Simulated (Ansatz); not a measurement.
## VBrO, several self-consistent solutions

```
V Br O
1.0
     3.38000    0.00000    0.00000
     0.00000    3.77500    0.00000
     0.00000    0.00000    8.42500
V Br O
2 2 2
Direct
  0.50000 0.50000 0.10400
  0.00000 0.00000 0.89600
  0.00000 0.50000 0.32800
  0.50000 0.00000 0.67200
  0.00000 0.50000 0.96300
  0.50000 0.00000 0.03700
```

Method: r2SCAN with U_eff = 1.0 eV on V d (all-electron-ortho-atomic projectors) in Ansatz 0.2.0, PAW datasets, plane waves to 500 eV, 8×7×3 Γ-centred mesh, fermi-dirac occupations of width 0.050 eV. The atoms are fixed and numbered as listed; spin is collinear, without spin-orbit coupling.

Different starts of the self-consistent cycle ended in different solutions. Their moments in μB:

| state | V1 | V2 | other atoms together | size of the net moment a cell |
| --- | --- | --- | --- | --- |
| A | 1.51 | -1.51 | 0.00 | 0.00 |
| B | 1.54 | 1.54 | 0.01 | 4.00 |
| C | 0.00 | 0.00 | 0.00 | 0.00 |

Site moments are taken in small spheres that don't touch (radius about 0.4 of the atom's shortest bond), so those of the magnetic atoms read low, and they needn't add up to the net moment. State C was run without spin polarisation.

Which state has the lowest energy at zero smearing, and how far up are the others?

State B (parallel moments) is lowest; A (antiparallel, compensated) lies 2.5 meV above it, C (without moments) lies 553 meV above it, all counted an atom of the cell.

Which states have a gap on the mesh, and what pressure does each exert on this cell?

A: gap 1.10 eV, 2.5 GPa; B: gap 0.98 eV, 2.5 GPa; C: no gap, -1.8 GPa (positive in compression). Moments take up room: without them the pressure is lower, so that state wants a smaller cell.

What do states B and A say about the exchange?

Between B and A the moments keep their size (1.54 against 1.51 μB in the mean), so the difference mostly measures the exchange between the flipped sites: the parallel order gains 7 meV for each V atom. The nearest flipped pair stands 3.08 Å apart. Flipped pairs are linked through O; the widest V–O–V angle among the nearer links is 99°, at 3.08 Å between the metal atoms. Links near a right angle give weak superexchange that is often ferromagnetic, which fits.

What does magnetism gain here?

553 meV an atom of the cell, or 1658 meV for each V atom, against state C, which has none. A run without spin would miss this and give wrong energies and forces. That state isn't the paramagnet, which keeps its moments, so this is no ordering energy, and a U raises it further by its penalty on part-filled orbitals.

The cell is that of a Crystallography Open Database entry, unchanged.

Caveats: only orders that fit this cell and collinear spins were tried, so the true order may need a larger cell or canted moments; atoms and cell are not relaxed, and each state would relax in its own way; the U is a value in common use, not computed for this crystal; the k mesh is coarse, so differences of a few meV are uncertain where a state is a metal; one start a pattern, so a lower state of the same pattern may exist; the atoms stand off equilibrium, with forces up to 0.6 eV/Å.
